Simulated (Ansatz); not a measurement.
## Every step of a relaxation of fcc Pd (110), 5 layers

DFT, PBE, PAW with Ansatz's default frozen-core files, scalar-relativistic (Ansatz 0.2.0); a Γ-centred 12×8×1 k mesh, Fermi–Dirac smearing of 0.1 eV, no spin polarisation. The run relaxes the atoms in the fixed cell.

Command: `ansatz run input.yaml --threads 2 --pin off --max-ram 5120MiB --backend cpu --events-out ev --progress --plain --runs-dir out` It took 120 s on 2 threads of Arm Neoverse V1, with other jobs on the host, peak memory 0.64 GiB.

```yaml
crystal:
  lattice:
    - [2.7903171792, 0.0, 0.0]
    - [0.0, 3.9461043981, 0.0]
    - [0.0, 0.0, 21.5806]
  atoms:
    - { symbol: Pd, position: [0.0, 0.0, 0.370702521] }
    - { symbol: Pd, position: [0.5, 0.5, 0.4353512603] }
    - { symbol: Pd, position: [0.0, 0.0, 0.5] }
    - { symbol: Pd, position: [0.5, 0.5, 0.5646487397] }
    - { symbol: Pd, position: [0.0, 0.0, 0.629297479] }
kpoints:
  mp_grid: { grid: [12, 8, 1] }
scf:
  occupations: { method: fermi_dirac, width: 0.1 }
hamiltonian:
  xc: pbe
  pseudopotentials: { kind: paw }
output:
  forces: true
  stress: true
  eigenvalues: true
  write_density: true
  write_potential: true
  elf: true
  volumetric_format: npy
relax:
  f_tol: 0.01
  max_steps: 40
efield:
  axis: 3
  amplitude: 0
  dipole_correction: true
```

Each step lists its free energy a cell above the last geometry, and Cartesian positions (Å) with forces (eV/Å).

The first step:

```
step 1  dF = 69.25 meV
  Pd 0.0000 0.0000 8.0000   0.0000 0.0000 0.5179
  Pd 1.3952 1.9731 9.3951   0.0000 0.0000 -0.4734
  Pd 0.0000 0.0000 10.7903   0.0000 0.0000 0.0000
  Pd 1.3952 1.9731 12.1855   0.0000 0.0000 0.4734
  Pd 0.0000 0.0000 13.5806   0.0000 0.0000 -0.5179
```

Problem. Where does the relaxation end, and by which steps?

Solution. After 4 geometries, with a shortest distance of 2.696 Å. The further steps:
```
step 2  dF = 12.94 meV
  Pd 0.0000 0.0000 8.1435   0.0000 0.0000 -0.2740
  Pd 1.3952 1.9731 9.3593   0.0000 0.0000 0.0547
  Pd 0.0000 0.0000 10.7903   0.0000 0.0000 0.0000
  Pd 1.3952 1.9731 12.2213   0.0000 0.0000 -0.0547
  Pd 0.0000 0.0000 13.4371   0.0000 0.0000 0.2740
step 3  dF = 0.23 meV
  Pd 0.0000 0.0000 8.0960   0.0000 0.0000 -0.0170
  Pd 1.3952 1.9731 9.3498   0.0000 0.0000 0.0393
  Pd 0.0000 0.0000 10.7903   0.0000 0.0000 0.0000
  Pd 1.3952 1.9731 12.2308   0.0000 0.0000 -0.0393
  Pd 0.0000 0.0000 13.4846   0.0000 0.0000 0.0170
step 4  dF = 0.00 meV
  Pd 0.0000 0.0000 8.0945   0.0000 0.0000 0.0017
  Pd 1.3952 1.9731 9.3561   0.0000 0.0000 -0.0062
  Pd 0.0000 0.0000 10.7903   0.0000 0.0000 0.0000
  Pd 1.3952 1.9731 12.2245   0.0000 0.0000 0.0062
  Pd 0.0000 0.0000 13.4861   0.0000 0.0000 -0.0017
```
